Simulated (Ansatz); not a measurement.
## How much do the gradients of Ag₂Te₉Pd₁₄ depend on the method?

Cell: an entry of the Crystallography Open Database (COD) whose atoms were relaxed with PBE, the cell held.

Space group I4/m (No. 87); a = 8.9599, c = 11.8220 Å.

```csv
site,Wyckoff,site symmetry,x,y,z
Ag,4e,4..,0.0000,0.0000,0.6904
Te3,2a,4/m..,0.0000,0.0000,0.0000
Te4,16i,1,0.6246,0.1898,0.1486
Pd12,16i,1,0.5731,0.2761,0.3628
Pd20,8h,m..,0.2039,0.9060,0.5000
Pd24,4c,2/m..,0.5000,0.0000,0.0000
```

One atom of each set is listed; the run and its k-mesh use a cell of 25 atoms with edges of 8.66, 8.66, 8.66 Å.

First run. Computed with Ansatz: DFT, PBE, plane waves and PAW, scalar-relativistic, 420 eV cutoff, Γ-centred 5×5×5 k-points, Fermi–Dirac smearing 0.05 eV.

| site | V_zz (10²¹ V/m²) | η |
| --- | --- | --- |
| Ag | -5.35 | 0.00 |
| Te3 | -4.82 | 0.00 |
| Te4 | 8.70 | 0.88 |
| Pd12 | -5.60 | 0.06 |
| Pd20 | -7.34 | 0.19 |
| Pd24 | -8.47 | 0.32 |

Second run. The same atoms and settings, except that the functional is r2SCAN and the cutoff is 500 eV.

(1) Given the first result, estimate the second.

## Answers

(1) 

| site | V_zz | η | change of V_zz |
| --- | --- | --- | --- |
| Ag | -4.82 | 0.00 | +0.53 |
| Te3 | -6.43 | 0.00 | -1.61 |
| Te4 | 9.26 | 0.76 | +0.56 |
| Pd12 | -5.23 | 0.09 | +0.37 |
| Pd20 | -6.97 | 0.30 | +0.37 |
| Pd24 | -8.10 | 0.34 | +0.37 |

The largest change of V_zz is on Te3, from -4.82 to -6.43. In per cent, |V_zz| changes by -10 on Ag, +6 to +33 on Te, -7 to -4 on Pd (all sites that start above 2).

With no gap above 0.1 eV, as in a metal, the gradients converge slowly in k; expect changes of a tenth or more on a denser mesh. Without spin–orbit coupling the gradients at and beside Te can be off by some per cent, at some sites by more. With these PAW files V_zz is typically within 2 to 3 % of all-electron values, but misses above 10 % occur on Pd.
For the first run: At this cell the principal stresses reach 5 GPa in size with PBE, which can matter for small gradients.
